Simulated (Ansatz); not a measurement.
Relaxed-ion elastic tensor of BP in space group P6_422 (No. 181; B on 3c, P on 3d) in GPa (Voigt order), r²SCAN (plane waves, PAW; program Ansatz); density 3.20 g/cm³, 10.85 Å³ per atom.

```
      1     2     3    4    5    6
-  ----  ----  ----  ---  ---  ---
1   434  43.2  61.6  0.0  0.0  0.0
2  43.2   434  61.6  0.0  0.0  0.0
3  61.6  61.6   393  0.0  0.0  0.0
4   0.0   0.0   0.0  212  0.0  0.0
5   0.0   0.0   0.0  0.0  212  0.0
6   0.0   0.0   0.0  0.0  0.0  195
```

Is the crystal mechanically stable?

Yes: the smallest eigenvalue of C is 195 GPa.

Work out the Voigt, Reuss and Hill averages.

K_V = 177, K_R = 177, K_H = 177; G_V = 197, G_R = 196, G_H = 196 GPa.

Give Young's modulus, Poisson's ratio, Pugh's ratio and the universal anisotropy index.

E = 9KG/(3K + G) = 430 GPa; ν = 0.10; K/G = 0.90 (brittle by the Pugh limit of 1.75); A_U = 5G_V/G_R + K_V/K_R − 6 = 0.04.

Estimate the sound speeds and the Debye temperature.

v_l = √((K + 4G/3)/ρ) = 11700 m/s, v_t = √(G/ρ) = 7840 m/s, mean 8560 m/s; Θ = (h/k)(3n/4πV)^(1/3) v_m = 1150 K.

How much does each axis shrink under pressure?

Linear compressibilities β_i = Σ_j S_ij (j = 1 to 3): x 1.8, y 1.8, z 2.0 per TPa.

The start of the workflow was typed in or built on a structure type; neither database checked (COD, Materials Project) lists it. It is not the phase usual at ambient conditions (space group No. 216). The cell was relaxed with r²SCAN under the symmetry of its start; its stability against distortions is not shown here.

Potentials: the earlier of the program's two PAW sets.
